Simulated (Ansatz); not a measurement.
Ag single point

The input, for Ansatz 0.2.0 (plane waves, PAW):

```yaml
crystal:
  lattice:
    - [0.0, 2.01360858, 2.01360858]
    - [2.01360858, 0.0, 2.01360858]
    - [2.01360858, 2.01360858, 0.0]
  atoms:
    - { symbol: Ag, position: [0.0, 0.0, 0.0] }
  symmetry: { tolerance: 0.0003 }
kpoints:
  mp_grid: { grid: [14, 14, 14], shift: [0, 0, 0] }
  band_path:
    path:
      - [0.0, 0.0, 0.0]
      - [0.5, 0.0, 0.5]
      - [0.625, 0.25, 0.625]
      - [0.375, 0.375, 0.75]
      - [0.0, 0.0, 0.0]
      - [0.5, 0.5, 0.5]
      - [0.5, 0.25, 0.75]
      - [0.5, 0.0, 0.5]
    npoints: 8
magnetization:
  spin_polarized: false
scf:
  occupations: { method: fermi_dirac }
  lower_state_search: "off"
  max_iter: 200
hamiltonian:
  pseudopotentials: { kind: paw }
  xc: r2scan
basis:
  ecutwfc: 500
  fft_grid_basis: typed
output:
  forces: true
  stress: true
  eigenvalues: true
  bader: true
  populations: true
  elf: true
  write_potential: true
  volumetric_format: npy
  dos:
    e_range: [-12, 8]
    de: 0.05
    projected: { site_lists: { Ag: [Ag] } }
checkpoint:
  read: saved_state
```

The run starts from an earlier solution of this cell. 

Parts of the output:

```
Free energy (F): -7603.9294 eV
Harris-Foulkes:  -7603.9294 eV  (|F-HF|=5.00e-9)
Internal energy: -7603.9209 eV  (E = F + TS)
E sigma→0 (E₀):  -7603.9252 eV
Entropy (-TS):   -0.0084 eV (-8.408 meV/atom)
Fermi energy:    18.3063 eV
--- Stress (GPa, compression-positive) ---
        6.9346       0.0000       0.0000
        0.0000       6.9346       0.0000
        0.0000       0.0000       6.9346
  P = ⅓ Tr σ = 6.9346 GPa (69.346 kbar)
```

Origin: a database entry at a rescaled volume.
